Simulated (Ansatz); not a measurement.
Zr (hcp (Mg type), P6_3/mmc) under volume change, PBEsol in the plane-wave PAW code Ansatz, shape and atoms relaxed at each volume.

```
V (Å³/atom)  E − E(relaxed) (meV/atom)  P (GPa)
-----------  -------------------------  -------
20.444                            62.7    10.53
21.118                            26.8     6.60
21.792                             6.5     3.13
22.466                             0.0     0.00
23.140                             6.0    -2.78
23.814                            22.9    -5.23
24.488                            49.5    -7.38
```

Q: What does a third-order Birch–Murnaghan fit give for V₀, B₀ and B′?

A: V₀ = 22.47 Å³/atom, B₀ = 97.6 GPa, B′ = 2.9.

The cell was relaxed with PBEsol under the symmetry of its start. No spin polarisation was allowed.

Potentials: the earlier of the program's two PAW sets.
